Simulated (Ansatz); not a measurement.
Fields on a plane of AlNi3 (Cu3Au type)

```xyz
4
Lattice="3.5261 0.0000 0.0000 0.0000 3.5261 0.0000 0.0000 0.0000 3.5261" Properties=species:S:1:pos:R:3 pbc="T T T"
Al     0.0000     0.0000     0.0000
Ni     0.0000     1.7631     1.7631
Ni     1.7631     0.0000     1.7631
Ni     1.7631     1.7631     0.0000
```

The slice is a {110} plane (indices of the conventional cell) through the point (0.000, 0.000, 0.000) (fractional), spanned by u = [100] and v = [011] in vectors of this cell: u (3.53 Å) and v (4.99 Å, at 90° to u). It covers one period; positions are fractions (u, v).

Atoms on it: Al at (0.00, 0.00); Ni at (0.00, 0.50).

Calculation: r2SCAN (plane waves to 500 eV, PAW, scalar-relativistic; Ansatz, a quantum-chemistry and plane-wave program). k mesh 13×13×13. Near the nuclei the fields are pseudised (PAW); where an atom keeps semicore shells as valence, they peak there. AlNi3 was relaxed with its symmetry unable to fall. Relaxed AlNi3 ends ferromagnetic. Other magnetic orders were not checked, so this need not be the ground state.

```
|xxx.+##*++*##+.xx|
|xx =#%#++++#%#= x|
| .=%@%#*++*#%@%=.|
|*#%@@%#*++*#%@@%#|
|%%@@@%#*++*#%@@@%|
|**#%%%*++++*%%%#*|
|--=+##*++++*##+=-|
|--::=**+==+**=::-|
|+=:::=++==++=:::=|
|xx=:::======:::=x|
|xxx=::-====-::=xx|
|xxx+-:--==--:-+xx|
|xxx=::-====-::=xx|
|xx=:::======:::=x|
|+=:::=++==++=:::=|
|--::=**+==+**=::-|
|--=+##*++++*##+=-|
|**#%%%*++++*%%%#*|
|%%@@@%#*++*#%@@@%|
|*#%@@%#*++*#%@@%#|
| .=%@%#*++*#%@%=.|
|xx =#%#++++#%#= x|
|xxx.+##*++*##+.xx|
|xxx +##*++*##+ xx|
```
Scale: ten equal steps from 0.07 (start of ' ') to 0.54 (end of '@'), in the order ' .:-=+*#%@'. Values: ELF of the down spins. The map has 17 points along u (one character each, u = 0 at the left) and 24 along v (v = 0 in the bottom row). Points within 0.5 Å of a nucleus are blanked (x), as the pseudised field means little there.

| v \ u | 0.00 | 0.12 | 0.24 | 0.35 | 0.47 | 0.59 | 0.71 | 0.82 | 0.94 |
|---|---|---|---|---|---|---|---|---|---|
| 0.92 | x | 0.07 | 0.45 | 0.41 | 0.31 | 0.34 | 0.47 | 0.27 | x |
| 0.83 | 0.38 | 0.48 | 0.50 | 0.36 | 0.27 | 0.30 | 0.44 | 0.52 | 0.41 |
| 0.75 | 0.37 | 0.40 | 0.41 | 0.31 | 0.25 | 0.27 | 0.37 | 0.42 | 0.38 |
| 0.67 | 0.22 | 0.19 | 0.24 | 0.30 | 0.25 | 0.27 | 0.30 | 0.19 | 0.21 |
| 0.58 | x | 0.30 | 0.17 | 0.26 | 0.28 | 0.28 | 0.19 | 0.22 | x |
| 0.50 | x | x | 0.19 | 0.21 | 0.29 | 0.27 | 0.16 | 0.29 | x |
| 0.42 | x | 0.30 | 0.17 | 0.26 | 0.28 | 0.28 | 0.19 | 0.22 | x |
| 0.33 | 0.22 | 0.19 | 0.24 | 0.30 | 0.25 | 0.27 | 0.30 | 0.19 | 0.21 |
| 0.25 | 0.37 | 0.40 | 0.41 | 0.31 | 0.25 | 0.27 | 0.37 | 0.42 | 0.38 |
| 0.17 | 0.38 | 0.48 | 0.50 | 0.36 | 0.27 | 0.30 | 0.44 | 0.52 | 0.41 |
| 0.08 | x | 0.07 | 0.45 | 0.41 | 0.31 | 0.34 | 0.47 | 0.27 | x |
| 0.00 | x | x | 0.33 | 0.43 | 0.33 | 0.37 | 0.44 | 0.09 | x |

Values: ELF of the up spins. Points within 0.5 Å of a nucleus are blanked (x), as the pseudised field means little there.

| Quantity | Result |
|---|---|
| Density on the Al–Ni line (2.49 Å) at its midpoint | 0.30 e/Å³ |
| ELF at that point | 0.38 |
